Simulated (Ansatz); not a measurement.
The calculation used Ansatz 0.2.0, DFT PBE, scalar-relativistic, plane waves, PAW. All cells share a 420 eV cutoff and Γ-centred k meshes spaced at most about 0.3 Å⁻¹ (2π included). No spin polarisation in the final relaxations.

These are static total energies at zero pressure. All come from trial cells, and lower structures may exist.

**Question.** Which of these relaxed structures of Al₅BP₆ is the lowest in energy?
1.

Space group P31m (No. 157). a = 6.536 Å, b = 6.536 Å, c = 6.202 Å, α = 90.00°, β = 90.00°, γ = 120.00°
```tsv
atom	site	symmetry	x	y	z
Al	3c	..m	0.6809	0.0000	0.0003
Al	2b	3..	0.6667	0.3333	0.5005
B	1a	3.m	0.0000	0.0000	0.4982
P	3c	..m	0.7084	0.0000	0.3859
P	1a	3.m	0.0000	0.0000	0.8251
P	2b	3..	0.6667	0.3333	0.8835
```

2.

Space group Pmm2 (No. 25). a = 3.762 Å, b = 11.396 Å, c = 5.378 Å, α = 90.00°, β = 90.00°, γ = 90.00°
| atom | site | symmetry | x | y | z |
| --- | --- | --- | --- | --- | --- |
| Al | 2g | m.. | 0.0000 | 0.3487 | 0.9951 |
| Al | 2h | m.. | 0.5000 | 0.1771 | 0.5029 |
| Al | 1a | mm2 | 0.0000 | 0.0000 | 0.0059 |
| B | 1d | mm2 | 0.5000 | 0.5000 | 0.4830 |
| P | 2h | m.. | 0.5000 | 0.3567 | 0.2658 |
| P | 2g | m.. | 0.0000 | 0.1725 | 0.7647 |
| P | 1c | mm2 | 0.5000 | 0.0000 | 0.2656 |
| P | 1b | mm2 | 0.0000 | 0.5000 | 0.6886 |

3.

Space group P3m1 (No. 156). a = 3.791 Å, b = 3.791 Å, c = 18.729 Å, α = 90.00°, β = 90.00°, γ = 120.00°
```json
{"atom": "Al", "site": "1b", "symmetry": "3m.", "x": "0.3333", "y": "0.6667", "z": "0.0109"}
{"atom": "Al", "site": "1c", "symmetry": "3m.", "x": "0.6667", "y": "0.3333", "z": "0.8387"}
{"atom": "Al", "site": "1a", "symmetry": "3m.", "x": "0.0000", "y": "0.0000", "z": "0.6665"}
{"atom": "Al", "site": "1b", "symmetry": "3m.", "x": "0.3333", "y": "0.6667", "z": "0.4943"}
{"atom": "Al", "site": "1c", "symmetry": "3m.", "x": "0.6667", "y": "0.3333", "z": "0.3222"}
{"atom": "B", "site": "1a", "symmetry": "3m.", "x": "0.0000", "y": "0.0000", "z": "0.1621"}
{"atom": "P", "site": "1b", "symmetry": "3m.", "x": "0.3333", "y": "0.6667", "z": "0.8842"}
{"atom": "P", "site": "1c", "symmetry": "3m.", "x": "0.6667", "y": "0.3333", "z": "0.7120"}
{"atom": "P", "site": "1a", "symmetry": "3m.", "x": "0.0000", "y": "0.0000", "z": "0.5398"}
{"atom": "P", "site": "1b", "symmetry": "3m.", "x": "0.3333", "y": "0.6667", "z": "0.3675"}
{"atom": "P", "site": "1c", "symmetry": "3m.", "x": "0.6667", "y": "0.3333", "z": "0.1949"}
{"atom": "P", "site": "1a", "symmetry": "3m.", "x": "0.0000", "y": "0.0000", "z": "0.0568"}
```

**Answer.** 1. It has Al and B ordered on wurtzite sites, space group P31m (No. 157); the next, 2, with Al and B ordered on zinc blende sites, space group Pmm2 (No. 25), lies 22 meV/atom higher. Counting P atoms around Al and B (those within 1.25 times the shortest such distance or 1.15 times the sum of covalent radii), the lowest and the next both have Al 4, B 4.

With atoms moved at random, P31m came back. Other cells relaxed within their symmetry can be saddle points. Some types were kept out of the candidates beforehand, so the set may lack a known form.
